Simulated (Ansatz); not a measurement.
**Compressing Zr$_{2}$Fe: a fit and a missing row**

Zr$_{2}$Fe, I4/mcm, a = 6.180 Å, c = 5.645 Å. The structure is a COD entry; whether it is the stable form wasn't checked. Ansatz: PBEsol, PAW, 420 eV, Γ-centred 8×8×8 mesh on 6 atoms, Gaussian smearing 0.10 eV; no spin polarisation. Shape and atoms are relaxed at each volume; pressure is positive in compression.

| V (Å³/atom) | P (GPa) |
| --- | --- |
| 15.809 | ? |
| 16.348 | 14.58 |
| 16.887 | 9.10 |
| 17.426 | 4.25 |
| 17.965 | 0.00 |
| 18.504 | -3.71 |
| 19.043 | -6.93 |
| 19.762 | -10.58 |

Problem. Take V0 = 17.965 Å³/atom, fit the third-order Birch–Murnaghan form to the other rows, and predict the missing pressure.

Solution. With the Eulerian strain f = ½[(V0/V)^(2/3) − 1] and y = P/[3f(1 + 2f)^(5/2)], the form is the line y = B0 + 1.5 B0 (B0′ − 4) f. Rows (f, y): 0.03245, 128.0; 0.02106, 129.9; 0.01026, 131.2; -0.00976, 133.1; -0.01905, 133.6; -0.03079, 134.3. Means f = 0.0006950, y = 131.68; Σ(Δf)² = 0.003005, ΣΔfΔy = -0.2929; the slope is their ratio. y = 131.8 − 97.48 f GPa, so B0 = 131.8 GPa and B0′ = 4 + 2 × (-97.48)/(3 × 131.8) = 3.51. At V = 15.809, f = 0.04448, y = 127.46 and P = 21.05 GPa. The run gave 20.14 GPa, so the fit is 0.91 GPa too high, 3 % of the span of the series, against an rms of 0.04 GPa on the fitted rows. The row lies outside the fitted range. A fourth-order term fitted to the same rows gives P = 20.80 GPa at this row's volume (the line 21.05, the run 20.14), which recovers part of the miss.

Spin polarisation was left out, and a magnetic state may lie lower.

Cost: 8 runs of about 11 core-minutes in all, on Arm Neoverse V2 (shared hosts).